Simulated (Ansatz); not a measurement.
VSi2 (CrSi2 type, space group P6_222)

```
CELL_PARAMETERS angstrom
      4.56611     0.00000     0.00000
     -2.28305     3.95437     0.00000
      0.00000     0.00000     6.36620
ATOMIC_POSITIONS crystal
  V  0.50000 0.00000 0.50000
  V  0.50000 0.50000 0.83333
  V  0.00000 0.50000 0.16667
  Si 0.16284 0.32568 0.50000
  Si 0.83716 0.16284 0.83333
  Si 0.67432 0.83716 0.16667
  Si 0.83716 0.67432 0.50000
  Si 0.16284 0.83716 0.83333
  Si 0.32568 0.16284 0.16667
```

The volume is varied about the relaxed value V₀ at fixed cell shape. The atoms relax within the cell's symmetry.

The numbers are results of PBE (plane waves to 420 eV, PAW, scalar-relativistic; Ansatz, an electronic-structure program), not measurements. k mesh 12×12×8 (Γ-centred), Fermi-Dirac smearing 0.05 eV. E stands for the smeared free energy. Compression counts positive. With the shape held, the modulus is that of even scaling; a crystal free to change shape is softer. VSi2 is run without spin polarisation. VSi2 was relaxed with its symmetry unable to fall. The zero of ΔE is the relaxed starting cell. The last digit holds for this mesh only.

```tsv
V (Å³/atom)	ΔE (meV/atom)
11.495	84.1
11.708	56.5
11.921	35.1
12.133	19.1
12.346	8.2
12.559	2.0
12.772	0.0
12.985	1.9
13.198	withheld
13.411	16.0
13.624	27.6
13.836	41.9
14.049	58.8
```

Problem. Fit a third-order Birch-Murnaghan form (E₀, V₀, B₀, B₀′ free) to the given rows and predict ΔE at V = 13.198.

Solution. Least squares on the 12 given rows: ΔE = E₀ + (9V₀B₀/16)·y²·[2 + (B₀′ − 4)y], y = (V₀/V)^(2/3) − 1, with V₀ = 12.772 Å³/atom, B₀ = 174.9 GPa (160.2 GPa = 1 eV/Å³; the term in eV is multiplied by 1000), B₀′ = 4.34, E₀ = -0.01 meV/atom; root-mean-square residual 0.05 meV/atom. At 13.198 the fit gives 7.3 meV/atom; the calculation gives 7.3 meV/atom, the same to the digits shown. For the pressure the fit gives -5.3 GPa against the computed -5.3 GPa.

(Under strain, the slope of the energy per volume gives the stress and its curvature an elastic modulus.)
